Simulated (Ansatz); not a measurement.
A: ZnCu (CsCl type), a = 2.908 Å, b = 2.908 Å, c = 2.908 Å, α = 90.00°, β = 90.00°, γ = 90.00°
B: Lu3InN (anti-perovskite), a = 4.6182 Å, b = 4.6182 Å, c = 4.6182 Å, α = 90.00°, β = 90.00°, γ = 90.00°
C: Sc3TlB (anti-perovskite), a = b = c = 4.6327 Å, α = β = γ = 90.00°
D: TaN (rock salt), a = 4.3756 Å, b = 4.3756 Å, c = 4.3756 Å, α = 90.00°, β = 90.00°, γ = 90.00°

Scan: energy against volume (even scaling of the relaxed cell, symmetry kept). One method and one kind of scan serve all of them; meshes and ranges differ. All were relaxed with their symmetry unable to fall. Lu3InN is run without spin polarisation. Sc3TlB is run without spin polarisation. Spin-orbit coupling is left out. TaN is run without spin polarisation. This is a high-temperature form of TaN. ZnCu is run without spin polarisation.

**Question.** Put the candidates in order of bulk modulus (fitted), highest first, for PBEsol (plane waves to 420 eV, PAW, scalar-relativistic; Ansatz, a first-principles code).

**Answer.** D (356 GPa), A (137 GPa), B (104 GPa), C (82.3 GPa)

(A scan under strain: stresses follow from slopes of the energy per volume, elastic moduli from its curvatures.)
